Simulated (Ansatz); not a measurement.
BeTe:
Space group F-43m (No. 216); a = 5.664 Å, b = 5.664 Å, c = 5.664 Å, α = 90.00°, β = 90.00°, γ = 90.00°

```json
[
 {"atom": "Te", "site": "4c", "symmetry": "-43m", "x": "0.2500", "y": "0.2500", "z": "0.2500"},
 {"atom": "Be", "site": "4a", "symmetry": "-43m", "x": "0.0000", "y": "0.0000", "z": "0.0000"}
]
```
(The calculation used a cell of 2 atoms; values per cell refer to that cell.)

Relaxed with PBE. Independent-particle spectrum: no excitons, no local fields, no scissors shift; 0.1 eV broadening; ε₁ of the summed bands alone.

Q: Tabulate the dielectric function from the program Ansatz at the PBE level (PAW).

A: 

| E (eV) | ε₁ xx | ε₂ xx |
|---|---|---|
| 0.0 | 7.88 | 0.00 |
| 0.4 | 7.92 | 0.00 |
| 0.8 | 8.04 | 0.00 |
| 1.2 | 8.27 | 0.00 |
| 1.6 | 8.62 | 0.00 |
| 2.0 | 9.13 | 0.00 |
| 2.4 | 9.88 | 0.00 |
| 2.8 | 11.04 | 0.00 |
| 3.2 | 13.04 | 0.00 |
| 3.6 | 18.67 | 1.01 |
| 4.0 | 19.93 | 9.82 |
| 4.4 | 16.81 | 14.99 |
| 4.8 | 18.00 | 23.70 |
| 5.2 | -7.89 | 20.59 |
| 5.6 | -3.51 | 14.91 |
| 6.0 | -6.48 | 12.31 |
| 6.4 | -6.77 | 8.08 |
| 6.8 | -5.70 | 6.12 |
| 7.2 | -4.96 | 4.77 |
| 7.6 | -4.37 | 3.78 |
| 8.0 | -3.78 | 2.93 |
| 8.4 | -3.08 | 2.28 |
| 8.8 | -2.62 | 2.50 |
| 9.2 | -2.33 | 1.88 |
| 9.6 | -2.13 | 1.67 |
| 10.0 | -1.77 | 1.50 |
| 10.4 | -1.65 | 1.40 |
| 10.8 | -1.52 | 1.21 |
| 11.2 | -1.35 | 1.02 |
| 11.6 | -1.14 | 0.92 |
| 12.0 | -1.03 | 0.79 |

Q: From ε at 4.6 eV (xx: 16.91 + 17.88i), find n, k, the normal reflectivity and the absorption coefficient.

A: n = 4.56, k = 1.963, R = 48 %, α = 2kE/ħc = 920000 cm⁻¹.

With all bands, ε∞ without local fields is 7.95. DFPT, with local fields, gives 7.41.

Symmetry was held in the PBE relaxation; of distortions, only those at the zone centre were tested. Spin–orbit coupling is left out wherever it is not named.

Potentials: the later of the program's two PAW sets.
